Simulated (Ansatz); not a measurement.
**Data sheet: AlMo4S8 (DFT)**

AlMo$_{4}$S$_{8}$:
Space group F-43m (No. 216); a = 9.661 Å, b = 9.661 Å, c = 9.661 Å, α = 90.00°, β = 90.00°, γ = 90.00°

| atom | site | symmetry | x | y | z |
|---|---|---|---|---|---|
| Al | 4a | -43m | 0.0000 | 0.0000 | 0.0000 |
| S | 16e | .3m | 0.6347 | 0.6347 | 0.6347 |
| S | 16e | .3m | 0.1354 | 0.1354 | 0.1354 |
| Mo | 16e | .3m | 0.3973 | 0.3973 | 0.3973 |
(The calculation used a cell of 13 atoms; values per cell refer to that cell.)

Space group F-43m (No. 216); conventional cell a = 9.6607 Å, b = 9.6607 Å, c = 9.6607 Å, α = 90.00°, β = 90.00°, γ = 90.00°.

Method: PBEsol (plane waves, PAW; program Ansatz). The cell and atoms are relaxed at this level. Other levels are named where they apply.

### Cell and energy

```yaml
volume_per_atom: 17.34 Å³
density: 4.92 g/cm³
Formation energy from the elements (no fitted shifts): -0.92 eV/atom
```

### Electronic structure

```yaml
electronic_character: metallic (no gap)
Density of states at the Fermi level: 1.2 states/eV per atom (mean over ±0.08 eV)
Gap with spin–orbit coupling: none (metallic)
```

### Mechanics

```yaml
Bulk modulus (Birch–Murnaghan fit): 104 GPa
Pressure derivative B′: 5.1
Elastic constants (relaxed ions, GPa): C11 = 164, C12 = 74.9, C44 = 47.1
mechanical_stability: stable (all eigenvalues of C positive)
hill_bulk_and_shear_moduli: 105 and 46.1 GPa
Young's modulus: 121 GPa
Poisson's ratio: 0.31
debye_temperature_from_the_elastic_constants: 394 K
```

### Charges

```yaml
bader_charges: Al +2.24, S -1.07 to -0.65, Mo +1.16 e
```

The workflow started from an entry of the Crystallography Open Database (COD), which files this formula under 2 space groups. Whether it is the stable phase at ambient conditions was not checked. The cell was relaxed with PBEsol under the symmetry of its start; its stability against distortions is not shown here. No spin polarisation was allowed. With an odd number of electrons in the cell and no spin polarisation, the count alone makes it a metal. As this level gives no gap, shear constants depend on the k-mesh and smearing (Fermi–Dirac, 0.1 eV here). The references are the lowest solids computed at this level, not always the standard phases. Scalar-relativistic: spin–orbit coupling is off unless named, which matters more the heavier the elements.

Potentials: the later of the program's two PAW sets.
